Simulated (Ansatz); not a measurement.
With DFT-r²SCAN in the program Ansatz with PAW potentials, ZnSi2O in the trigonal phase (R3m; Zn on 3a, O on 3a, Si on 3a, Si on 3a) relaxes to a = 3.430 Å, c = 18.203 Å. O has 4 nearest neighbours from 1.99 Å (tetrahedral). Against the elements it lies at -0.032 eV/atom, with no fitted shifts.

Electronic character: metallic (no gap).

The bulk modulus is 71.9 GPa. Bader charges are Zn +0.36, O -1.57, Si -0.11 to +1.32 e.

The start of the workflow was typed in or built on a structure type; neither database checked (COD, Materials Project) lists it. Its standing as an ambient phase is unchecked. Symmetry was held in the r²SCAN relaxation; whether a distortion lowers the energy is not shown. The volume moved by 18 % from the start of the relaxation. The references are the lowest solids computed at this level, not always the standard phases (solids in place of the gases).

Potentials: the earlier of the program's two PAW sets. The files were generated under PBE; for other functionals the program regenerates the frozen cores, and for LDA and PBEsol the local potential too.
